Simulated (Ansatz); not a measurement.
CuI (zinc blende), conventional cell a = 6.078 Å, b = 6.078 Å, c = 6.078 Å, α = 90.00°, β = 90.00°, γ = 90.00°. The calculation uses the primitive cell of 2 atoms, to which meshes and values per cell refer.

This relaxed cell (volume V₀) is scaled evenly in all directions, its shape held. Symmetry pins the atoms to their sites.

Level of theory: PBE (plane waves to 420 eV, PAW, scalar-relativistic; Ansatz, a quantum-chemistry and plane-wave program). k mesh 9×9×9 (Γ-centred), Fermi-Dirac smearing 0.05 eV. Energies are smeared free energies. CuI is run without spin polarisation. CuI was relaxed with its symmetry unable to fall. Spin-orbit coupling is left out, though I is heavy. The PAW data are Ansatz's earlier set. ΔE is measured from the relaxed starting cell.

Problem. Give the computed ΔE (meV/atom) at V/V₀ = 0.900, 0.925, 0.950, 0.975, 1.025, 1.050, 1.075, 1.100.

Solution. 
```csv
V/V₀,ΔE (meV/atom)
0.900,42.6
0.925,22.6
0.950,9.5
0.975,2.2
1.025,2.0
1.050,7.7
1.075,16.6
1.100,28.1
```

(A scan under strain: stresses follow from slopes of the energy per volume, elastic moduli from its curvatures.)
